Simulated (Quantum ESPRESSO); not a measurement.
WHf2O6F2, finding a planted mistake in a log

Computed values, not a measurement. The program is pw.x of Quantum ESPRESSO 7.5 (plane-wave density functional theory). The cell is made up: 11 atoms on a rutile lattice with one site empty, with randomly drawn elements, strain and displacements, not relaxed. PseudoDojo standard norm-conserving files (v0.5 for PBE, v0.4.1 for LDA and PBEsol) set the functional; there is no spin polarisation, spin-orbit coupling or dispersion term, and the masses in the input are unused placeholders.

The hafnium pseudopotential is less sure than the others, with forces about 3 percent (worst 6) and pressure in oxides about 1.5 GPa (worst 2.7) from a second method in checks, which no rerun with the same files tests.

Intended input:

```
&control calculation='scf', pseudo_dir='./dojo.nc.sr.pbe.v0_5.standard.upf', outdir='./o', disk_io='low', tprnfor=.true., tstress=.true. /
&system ibrav=0, nat=11, ntyp=4, nbnd=50, ecutwfc=84.00895049, nosym=.true., tot_charge=0,
 occupations='smearing', smearing='fd', degauss=0.0018374661
/
&electrons conv_thr=7.350e-09, electron_maxstep=60, /
ATOMIC_SPECIES
F 1.0 F.upf
Hf 1.0 Hf.upf
O 1.0 O.upf
W 1.0 W.upf
CELL_PARAMETERS angstrom
4.8724 -0.0371 0.0805
-0.0371 4.9129 -0.0068
0.107 -0.0091 6.562
ATOMIC_POSITIONS angstrom
W 0.0373 -0.0484 -0.0918
Hf 2.5912 2.3863 1.7776
Hf 0.1168 0.1462 3.3905
O 1.5006 1.4334 -0.0112
F 3.3538 3.4779 0.0839
O 3.9301 1.0456 1.7361
O 1.0276 3.9504 1.6142
F 1.5919 1.4563 3.2277
O 3.3656 3.3303 3.3593
O 4.0598 0.9882 5.0027
O 0.9215 3.8283 4.8175
K_POINTS automatic
5 5 4 1 1 1
```

The log is shortened where brackets say so; the opening notice, blank lines, dates and the lines on written files are dropped, and the path of the files is cut. It prints rydbergs, bohrs and kilobars, and counts compression as positive stress. Where no state is partly filled, the Fermi energy that it prints is only some level between the filled and the empty states on the mesh, and need not lie in the true gap.

Log of the intended run:

```
     Program PWSCF v.7.5
     Parallel version (MPI & OpenMP), running on       4 processor cores
     Number of MPI processes:                 4
     Threads/MPI process:                     1
     [start-up lines left out]
     bravais-lattice index     =            0
     lattice parameter (alat)  =       9.2090  a.u.
     unit-cell volume          =    1059.6709 (a.u.)^3
     number of atoms/cell      =           11
     number of atomic types    =            4
     number of electrons       =        88.00
     number of Kohn-Sham states=           50
     kinetic-energy cutoff     =      84.0090  Ry
     charge density cutoff     =     336.0358  Ry
     scf convergence threshold =      7.3E-09
     mixing beta               =       0.7000
     number of iterations used =            8  plain     mixing
     Exchange-correlation= PBE
                           (   1   4   3   4   0   0   0)
     [axes and pseudopotential details left out]
   Cartesian axes
     site n.     atom                  positions (alat units)
         1        W      tau(   1) = (   0.0076541  -0.0099319  -0.0188377  )
         2        Hf     tau(   2) = (   0.5317239   0.4896776   0.3647701  )
         3        Hf     tau(   3) = (   0.0239678   0.0300008   0.6957432  )
         4        O      tau(   4) = (   0.3079287   0.2941390  -0.0022983  )
         5        F      tau(   5) = (   0.6882122   0.7136780   0.0172166  )
         6        O      tau(   6) = (   0.8064711   0.2145610   0.3562542  )
         7        O      tau(   7) = (   0.2108673   0.8106367   0.3312398  )
         8        F      tau(   8) = (   0.3266638   0.2988382   0.6623360  )
         9        O      tau(   9) = (   0.6906336   0.6833899   0.6893408  )
        10        O      tau(  10) = (   0.8330860   0.2027823   1.0265726  )
        11        O      tau(  11) = (   0.1890952   0.7855814   0.9885689  )
     number of k points=    50  Fermi-Dirac smearing, width (Ry)=  0.0018
                       cart. coord. in units 2pi/alat
        k(    1) = (   0.0992692   0.1000681   0.0913501), wk =   0.0400000
        k(    2) = (   0.0962028   0.1003020   0.2770606), wk =   0.0400000
     [further k points left out]
     Dense  grid:   110185 G-vectors     FFT dimensions: (  54,  60,  75)
     Estimated max dynamical RAM per process >     318.60 MB
     Estimated total dynamical RAM >       1.17 GB
     Initial potential from superposition of free atoms
     starting charge      87.9958, renormalised to      88.0000
     Starting wfcs are   62 randomized atomic wfcs
     total cpu time spent up to now is       14.3 secs
     per-process dynamical memory:   250.8 Mb
     Self-consistent Calculation
     iteration #  1     ecut=    84.01 Ry     beta= 0.70
     Davidson diagonalization with overlap
     ethr =  1.00E-02,  avg # of iterations =  2.0
     total cpu time spent up to now is       38.2 secs
     total energy              =    -671.80022340 Ry
     estimated scf accuracy    <       5.73207156 Ry
     iteration #  2     ecut=    84.01 Ry     beta= 0.70
     Davidson diagonalization with overlap
     ethr =  6.51E-03,  avg # of iterations =  6.4
     total cpu time spent up to now is       73.6 secs
     total energy              =    -668.92148922 Ry
     estimated scf accuracy    <      50.53934257 Ry
     [iterations 3 to 19 left out]
     iteration # 20     ecut=    84.01 Ry     beta= 0.70
     Davidson diagonalization with overlap
     ethr =  1.19E-11,  avg # of iterations =  4.4
     total cpu time spent up to now is      521.2 secs
     total energy              =    -675.13206074 Ry
     estimated scf accuracy    <       0.00000001 Ry
     iteration # 21     ecut=    84.01 Ry     beta= 0.70
     Davidson diagonalization with overlap
     ethr =  1.19E-11,  avg # of iterations =  2.0
     total cpu time spent up to now is      547.6 secs
     End of self-consistent calculation
     [lines on levels left out]
     the Fermi energy is     6.9260 ev
!    total energy              =    -675.13206074 Ry
     estimated scf accuracy    <          3.1E-09 Ry
     smearing contrib. (-TS)   =      -0.00000000 Ry
     internal energy E=F+TS    =    -675.13206074 Ry
     The total energy is F=E-TS. E is the sum of the following terms:
     one-electron contribution =    -252.88275988 Ry
     hartree contribution      =     163.38900458 Ry
     xc contribution           =    -161.42025306 Ry
     ewald contribution        =    -424.21805238 Ry
     convergence has been achieved in  21 iterations
     Forces acting on atoms (cartesian axes, Ry/au):
     atom    1 type  4   force =     0.20984048    0.14065723   -0.11818452
     atom    2 type  2   force =    -0.03002031    0.13490482    0.02435976
     atom    3 type  2   force =    -0.11211972   -0.13928265    0.00211177
     atom    4 type  3   force =    -0.14672359   -0.14853095    0.03489024
     atom    5 type  1   force =     0.03430111    0.02617093    0.01781317
     atom    6 type  3   force =     0.09991514   -0.11965683   -0.05376540
     atom    7 type  3   force =    -0.07943287    0.04544746   -0.07832139
     atom    8 type  1   force =    -0.01197707   -0.01008267    0.01221584
     atom    9 type  3   force =     0.04258321    0.05089774   -0.09260537
     atom   10 type  3   force =     0.07413062   -0.09564672    0.11209777
     atom   11 type  3   force =    -0.08049700    0.11512165    0.13938812
     Total force =     0.545789     Total SCF correction =     0.000090
     Computing stress (Cartesian axis) and pressure
          total   stress  (Ry/bohr**3)                   (kbar)     P=     -157.67
  -0.00063268  -0.00011703  -0.00044690          -93.07      -17.22      -65.74
  -0.00011703  -0.00091885  -0.00032499          -17.22     -135.17      -47.81
  -0.00044690  -0.00032499  -0.00166392          -65.74      -47.81     -244.77
     init_run     :     13.29s CPU     14.04s WALL (       1 calls)
     electrons    :    530.51s CPU    533.41s WALL (       1 calls)
     forces       :      4.61s CPU      4.69s WALL (       1 calls)
     stress       :     15.83s CPU     16.45s WALL (       1 calls)
     [timing details left out]
     PWSCF        :   9m24.60s CPU   9m29.18s WALL
     JOB DONE.
```

A second run was made from an input with one planted mistake. Its log:

```
     Program PWSCF v.7.5
     Parallel version (MPI & OpenMP), running on       4 processor cores
     Number of MPI processes:                 4
     Threads/MPI process:                     1
     [start-up lines left out]
     bravais-lattice index     =            0
     lattice parameter (alat)  =       9.2090  a.u.
     unit-cell volume          =    1059.6709 (a.u.)^3
     number of atoms/cell      =           11
     number of atomic types    =            4
     number of electrons       =        88.00
     number of Kohn-Sham states=           50
     kinetic-energy cutoff     =      84.0090  Ry
     charge density cutoff     =     336.0358  Ry
     scf convergence threshold =      7.3E-09
     mixing beta               =       0.7000
     number of iterations used =            8  plain     mixing
     Exchange-correlation= PBE
                           (   1   4   3   4   0   0   0)
     [axes and pseudopotential details left out]
   Cartesian axes
     site n.     atom                  positions (alat units)
         1        Hf     tau(   1) = (   0.0076541  -0.0099319  -0.0188377  )
         2        Hf     tau(   2) = (   0.5317239   0.4896776   0.3647701  )
         3        W      tau(   3) = (   0.0239678   0.0300008   0.6957432  )
         4        O      tau(   4) = (   0.3079287   0.2941390  -0.0022983  )
         5        F      tau(   5) = (   0.6882122   0.7136780   0.0172166  )
         6        O      tau(   6) = (   0.8064711   0.2145610   0.3562542  )
         7        O      tau(   7) = (   0.2108673   0.8106367   0.3312398  )
         8        F      tau(   8) = (   0.3266638   0.2988382   0.6623360  )
         9        O      tau(   9) = (   0.6906336   0.6833899   0.6893408  )
        10        O      tau(  10) = (   0.8330860   0.2027823   1.0265726  )
        11        O      tau(  11) = (   0.1890952   0.7855814   0.9885689  )
     number of k points=    50  Fermi-Dirac smearing, width (Ry)=  0.0018
                       cart. coord. in units 2pi/alat
        k(    1) = (   0.0992692   0.1000681   0.0913501), wk =   0.0400000
        k(    2) = (   0.0962028   0.1003020   0.2770606), wk =   0.0400000
     [further k points left out]
     Dense  grid:   110185 G-vectors     FFT dimensions: (  54,  60,  75)
     Estimated max dynamical RAM per process >     318.60 MB
     Estimated total dynamical RAM >       1.17 GB
     Initial potential from superposition of free atoms
     starting charge      87.9958, renormalised to      88.0000
     Starting wfcs are   62 randomized atomic wfcs
     total cpu time spent up to now is        9.3 secs
     per-process dynamical memory:   250.8 Mb
     Self-consistent Calculation
     iteration #  1     ecut=    84.01 Ry     beta= 0.70
     Davidson diagonalization with overlap
     ethr =  1.00E-02,  avg # of iterations =  2.0
     total cpu time spent up to now is       26.7 secs
     total energy              =    -671.69547599 Ry
     estimated scf accuracy    <       5.85355675 Ry
     iteration #  2     ecut=    84.01 Ry     beta= 0.70
     Davidson diagonalization with overlap
     ethr =  6.65E-03,  avg # of iterations =  6.1
     total cpu time spent up to now is       52.1 secs
     total energy              =    -668.92428625 Ry
     estimated scf accuracy    <      52.34410813 Ry
     [iterations 3 to 17 left out]
     iteration # 18     ecut=    84.01 Ry     beta= 0.70
     Davidson diagonalization with overlap
     ethr =  2.45E-11,  avg # of iterations =  6.2
     total cpu time spent up to now is      393.3 secs
     total energy              =    -675.09061662 Ry
     estimated scf accuracy    <       0.00000003 Ry
     iteration # 19     ecut=    84.01 Ry     beta= 0.70
     Davidson diagonalization with overlap
     ethr =  2.45E-11,  avg # of iterations =  2.0
     total cpu time spent up to now is      412.4 secs
     End of self-consistent calculation
     [lines on levels left out]
     the Fermi energy is     7.0414 ev
!    total energy              =    -675.09061662 Ry
     estimated scf accuracy    <          6.5E-09 Ry
     smearing contrib. (-TS)   =      -0.00000004 Ry
     internal energy E=F+TS    =    -675.09061657 Ry
     The total energy is F=E-TS. E is the sum of the following terms:
     one-electron contribution =    -253.55422603 Ry
     hartree contribution      =     163.67465496 Ry
     xc contribution           =    -161.41152449 Ry
     ewald contribution        =    -423.79952101 Ry
     convergence has been achieved in  19 iterations
     Forces acting on atoms (cartesian axes, Ry/au):
     atom    1 type  2   force =     0.13374927    0.08618960    0.02237437
     atom    2 type  2   force =    -0.07039132    0.11504920   -0.11001561
     atom    3 type  4   force =    -0.14328606   -0.21794335    0.13158279
     atom    4 type  3   force =    -0.04537111   -0.04930054    0.07339372
     atom    5 type  1   force =    -0.00730937   -0.01518048    0.03675422
     atom    6 type  3   force =     0.11923421   -0.11912942    0.05305969
     atom    7 type  3   force =    -0.05793391    0.05410248    0.06704971
     atom    8 type  1   force =    -0.05607329   -0.04452373    0.03702987
     atom    9 type  3   force =     0.10222323    0.12662956   -0.04201078
     atom   10 type  3   force =     0.10045819   -0.08363545   -0.14930517
     atom   11 type  3   force =    -0.07529983    0.14774213   -0.11991284
     Total force =     0.557650     Total SCF correction =     0.000153
     Computing stress (Cartesian axis) and pressure
          total   stress  (Ry/bohr**3)                   (kbar)     P=     -152.24
  -0.00058186   0.00000286  -0.00034826          -85.59        0.42      -51.23
   0.00000286  -0.00091330  -0.00030071            0.42     -134.35      -44.24
  -0.00034826  -0.00030071  -0.00160962          -51.23      -44.24     -236.78
     init_run     :      8.46s CPU      9.08s WALL (       1 calls)
     electrons    :    400.77s CPU    403.31s WALL (       1 calls)
     forces       :      3.63s CPU      3.69s WALL (       1 calls)
     stress       :     15.01s CPU     15.53s WALL (       1 calls)
     [timing details left out]
     PWSCF        :   7m 8.15s CPU   7m12.05s WALL
     JOB DONE.
```

Question: what was wrong in the second input?

Answer: two atoms have their elements exchanged. The input lines that differ, file-writing options aside:

```
- W 0.0373 -0.0484 -0.0918
+ Hf 0.0373 -0.0484 -0.0918
- Hf 0.1168 0.1462 3.3905
+ W 0.1168 0.1462 3.3905
```

|  | intended run | run with the mistake |
| --- | --- | --- |
| free energy (eV) | -9185.640 | -9185.076 |
| smearing term -TS (eV) | 0.0000 | 0.0000 |
| pressure (GPa) | -15.77 | -15.22 |
| largest force component (eV/Å) | 5.395 | 5.604 |
| largest change of a force component (eV/Å) |  | 6.721 |
| iterations | 21 | 19 |

For scale, a rerun of the intended cell at a cutoff of 1437 eV and k mesh 7 x 7 x 6 moved values by no more than 0.005 eV in energy, 0.03 GPa in stress and 0.004 eV/Å in force.